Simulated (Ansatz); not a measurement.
**Checking a converged run of SrVO₃**

SrVO₃ is taken as a test cell of our own (not relaxed), 5 atoms in the cell.

The calculation used DFT, PBE+U, norm-conserving potentials, plane waves, scalar-relativistic in Ansatz.

```yaml
crystal:
  lattice:
    - [3.9462, 0, 0]
    - [0, 3.9462, 0]
    - [0, 0, 3.9462]
  atoms:
    - { symbol: Sr, position: [0, 0, 0] }
    - { symbol: V, position: [0.5, 0.5, 0.5], spin: 1.0 }
    - { symbol: O, position: [0.5, 0.5, 0] }
    - { symbol: O, position: [0.5, 0, 0.5] }
    - { symbol: O, position: [0, 0.5, 0.5] }
kpoints:
  mp_grid: { grid: [6, 6, 6], shift: [0, 0, 0] }
hamiltonian:
  xc: pbe
  pseudopotentials: { kind: nc }
  hubbard: { sites: [{ site: 1, l: d, u_eff: 3.25 }] }
magnetization:
  spin_polarized: true
scf:
  lower_state_search: standard
  occupations: { method: gaussian, width: 0.1 }
```

Settings in force: cutoff 1240 eV, smearing width 0.1 eV; standard search for lower states.

The run converged after 30 iterations in all: spin-polarised, site moments V2 0.89, O3 -0.04, O4 -0.04, O5 -0.04 μB, total 1.00 μB per cell.

The mesh is too coarse to rank close states of a metal with certainty: differences of some tens of meV/atom may change, at times in sign.

A static U favours moments and orbital order; the result depends on U and need not be the measured state. With one magnetic atom in the cell its copies can only be parallel; orders in a larger cell may lie lower.

Site moments are taken inside atomic spheres and don't add up to the total.

Eigenvalues of the Hubbard occupation matrices: V2 up 0.27 0.27 0.33 0.33 0.96, down 0.13 0.17 0.17 0.28 0.28.

**Question.** The run converged. Is this the lowest state of the cell, and if not, what lies lower and how is it reached?

**Answer.** None of the other runs went lower. It is the lowest of 2 states reached by 4 converged runs, and the next lies 14.6 meV/atom higher (spin-polarised, site moments V2 0.88, O3 -0.07, O4 -0.01, O5 -0.01 μB, total 1.00 μB per cell). The run first closed 15.5 meV/atom higher, and its search went on from there. That doesn't prove a ground state. Only collinear orders within this cell were tried; the true ground state may need a larger cell. No run without spin polarisation was made.
